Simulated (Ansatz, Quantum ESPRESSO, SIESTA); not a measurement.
**One calculation of InSb3, 3 ways**

```xyz
4
Lattice="0.0000 3.7946 3.7946 3.7946 0.0000 3.7946 3.7946 3.7946 0.0000" Properties=species:S:1:pos:R:3 pbc="T T T"
Sb    3.7946    3.7946    3.7946
Sb    5.6918    5.6918    5.6918
Sb    1.8973    1.8973    1.8973
In    0.0000    0.0000    0.0000
```

The cell comes from a database or a generator and needn't be the stable form of this composition.

Alike in all runs: task band structure; functional LDA; k mesh 6 × 6 × 6; occupations fermi-dirac, width 0.05 eV; no spin polarisation; no spin-orbit coupling. LDA stands for any of its common fits. Pressure is positive in compression and, in plane waves, holds the error of the finite cutoff.

| program and potentials | plane-wave cutoff (eV) | notes | pressure (GPa) |
| --- | --- | --- | --- |
| Ansatz, all-electron LAPW, scalar-relativistic | - | - | -4.22 |
| SIESTA, files PseudoDojo sr-lda-0.4.1-standard, DZP (energy shift 0.003 Ry; two zetas on semicore shells) | - | atomic basis | -2.97 |
| Quantum ESPRESSO, GBRV 1.5 LDA | 762 | - | -4.23 |

The pressure spans -4.23 (Quantum ESPRESSO, GBRV 1.5 LDA) to -2.97 GPa (SIESTA, files PseudoDojo sr-lda-0.4.1-standard, DZP (energy shift 0.003 Ry; two zetas on semicore shells)), with all-electron results at -4.22. Rows in atomic bases carry the error of their basis and grid, which can be large.

The functional is the same throughout but for its coding, so the spread measures potentials, basis and numerics; runs on potential files found faulty are left out.
